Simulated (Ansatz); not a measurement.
The elements of this relaxed trial crystal are hidden behind letters.

```
lattice vectors (Å)
   4.7882    0.0000    0.0000
  -2.3941    4.1467    0.0000
   0.0000    0.0000    4.3748
fractional positions
X 0.0000 0.0000 0.5000
Z 0.0000 0.6538 0.0000
Z 0.6538 0.0000 0.0000
Z 0.3462 0.3462 0.0000
Z 0.3333 0.6667 0.5000
Z 0.6667 0.3333 0.5000
```

The calculation used DFT PBE, scalar-relativistic, plane waves, PAW in Ansatz. Plane waves to 420 eV, a 12×12×8 mesh through Γ for the 6-atom cell and 0.10 eV Gaussian smearing; no spin polarisation.

| Property | Result |
| --- | --- |
| Space group | P-62m (No. 189) |
| Conventional cell | a = 4.788 Å, c = 4.375 Å |
| Volume per atom | 14.48 Å³ |
| Density | 13.12 g/cm³ |
| Formation energy | −0.10 eV/atom |
| Gap on the 12×12×8 mesh of the 6-atom cell | 0 eV (a metal) |

Energies are uncorrected and count from the elements' standard states at the same level.

Question: X is a d-block element of period 6 and Z is a d-block element of period 5. Which elements are they?

Answer: X = Ta, Z = Ru, so the formula is TaRu5. Density times volume gives a mean mass of 13.12 × 14.48/1.6605 = 114.4 u per atom, and this set has 114.4 u. Ta is surrounded by 12 Ru at 2.74–2.76 Å; Ru on a site of symmetry m2m is surrounded by 10 Ru at 2.69–2.87 Å and 2 Ta at 2.74 Å; Ru on a site of symmetry -6 has 9 Ru at 2.69–2.76 Å and 3 Ta at 2.76 Å. Other sets within the hints have nearly the same mass, so mass alone doesn't settle it; this one was computed.

These runs have no spin–orbit coupling, which can matter for Ta. A later test with randomly moved atoms came back to the same energy, though modes that don't fit the test's cell weren't probed.
